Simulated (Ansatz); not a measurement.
InP in space group Pm-3n (No. 223; In on 6c, P on 6d), the program Ansatz at the r²SCAN level (PAW), all energies at zero smearing, with the estimated change up to a 700 eV cutoff added, with one set of potentials and settings (totals compare only within such a set). Cell of 12 atoms (6 In, 6 P): -38228.346 eV.

```json
[
 {"element": "In", "reference phase": "I4/mmm, 1 atoms in the cell", "E (eV/atom)": "-5611.8204"},
 {"element": "P", "reference phase": "Cmce, 4 atoms in the cell", "E (eV/atom)": "-759.1646"}
]
```

Formation energy per atom, worked out: (-38228.346 − 6×(-5611.8204) − 6×(-759.1646))/12 = -0.203 eV/atom (-20 kJ per mol of atoms), at 0 K, without zero-point energy or fitted corrections.

The start of the workflow was typed in or built on a structure type; neither database checked (COD, Materials Project) lists it. It is not the phase usual at ambient conditions (space group No. 216). The cell was relaxed with r²SCAN under the symmetry of its start; its stability against distortions is not shown here. The volume moved by 28 % from the start of the relaxation. The references are the lowest solids computed at this level, not always the standard phases.

Potentials: the later of the program's two PAW sets.
